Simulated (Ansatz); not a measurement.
Consider the following.

Ga:
```cif
data_Ga8
_chemical_formula_sum 'Ga8'
_space_group_name_H-M_alt 'Cmce'
_space_group_IT_number 64
_space_group_name_Hall '-C 2ac 2'
_cell_length_a 4.47205
_cell_length_b 7.59522
_cell_length_c 4.52519
_cell_angle_alpha 90.000
_cell_angle_beta 90.000
_cell_angle_gamma 90.000
loop_
_atom_site_label
_atom_site_type_symbol
_atom_site_symmetry_multiplicity
_atom_site_Wyckoff_symbol
_atom_site_fract_x
_atom_site_fract_y
_atom_site_fract_z
_atom_site_occupancy
Ga1 Ga 8 f 0.00000 0.34398 0.41536 1
```
(The calculation used a cell of 4 atoms; values per cell refer to that cell.)

This is the r²SCAN-relaxed structure.

All from r²SCAN (plane waves, PAW; program Ansatz), unless another level is named. Predict the bulk modulus (Birch–Murnaghan fit).

62.5 GPa.

What about the highest zone-centre frequency?

240 cm⁻¹.

Symmetry was held in the r²SCAN relaxation; of distortions, only those at the zone centre were tested. As this level gives no gap, phonon frequencies hold no LO–TO term and depend on the k-mesh and smearing (Fermi–Dirac, 0.1 eV here).

Potentials: the later of the program's two PAW sets.
